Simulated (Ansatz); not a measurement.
PtW:
```yaml
crystal:
  lattice:
    - [1.35731, -5.31116, 0.00000]
    - [1.35731, 5.31116, 0.00000]
    - [0.00000, 0.00000, 4.35833]
  atoms:
    - { symbol: W, position: [0.67047, 0.32953, 0.25000] }
    - { symbol: Pt, position: [0.92769, 0.07231, 0.25000] }
    - { symbol: W, position: [0.32953, 0.67047, 0.75000] }
    - { symbol: Pt, position: [0.07231, 0.92769, 0.75000] }
```

Relaxed with PBE. Special points in fractions of this cell's reciprocal vectors: Γ (0.000, 0.000, 0.000); Y (-0.500, 0.500, 0.000); C0 (-0.266, 0.734, 0.000); Σ0 (0.266, 0.266, 0.000); Z (0.000, 0.000, 0.500); A0 (0.266, 0.266, 0.500); E0 (-0.266, 0.734, 0.500); T (-0.500, 0.500, 0.500); S (0.000, 0.500, 0.000); R (0.000, 0.500, 0.500).

List the band energies nearest the Fermi level at these points for PBE in the plane-wave PAW code Ansatz.

In eV from the Fermi level; about four levels below and three above (degenerate sets whole), none deeper than 8.9 eV; points with the same levels are listed once.

```json
[
 {"k": "Γ", "below": "-2.07 -1.88 -1.52 -1.24", "above": "0.52 2.01 2.22"},
 {"k": "Y", "below": "-1.89 -1.89 -1.72 -1.68 -1.57", "above": "1.02 2.42 2.45"},
 {"k": "C0", "below": "-2.44 -2.43 -2.25 -1.24", "above": "0.25 0.54 1.19"},
 {"k": "Z", "below": "-1.75 -1.75 -0.29 -0.29", "above": "0.14 0.14 1.78 1.78"},
 {"k": "A0", "below": "-0.78 -0.78 -0.58 -0.58", "above": "1.55 1.55 2.32 2.32"},
 {"k": "T", "below": "-1.89 -1.89 -1.73 -1.73", "above": "0.92 0.92 2.30 2.30"},
 {"k": "S", "below": "-2.88 -2.42 -1.74 -1.47", "above": "0.34 0.69 0.70"},
 {"k": "R", "below": "-0.90 -0.90 -0.38 -0.38", "above": "0.88 0.88 2.44 2.44"}
]
```

Space group Cmcm. The start of the workflow was typed in or built on a structure type; neither database checked (COD, Materials Project) lists it. Its standing as an ambient phase is unchecked. The PBE relaxation kept the symmetry of its start; its stability against distortions is not shown here. The run is not spin-polarised. Scalar-relativistic: spin–orbit coupling is off unless named, which matters more the heavier the elements.

Potentials: the later of the program's two PAW sets.
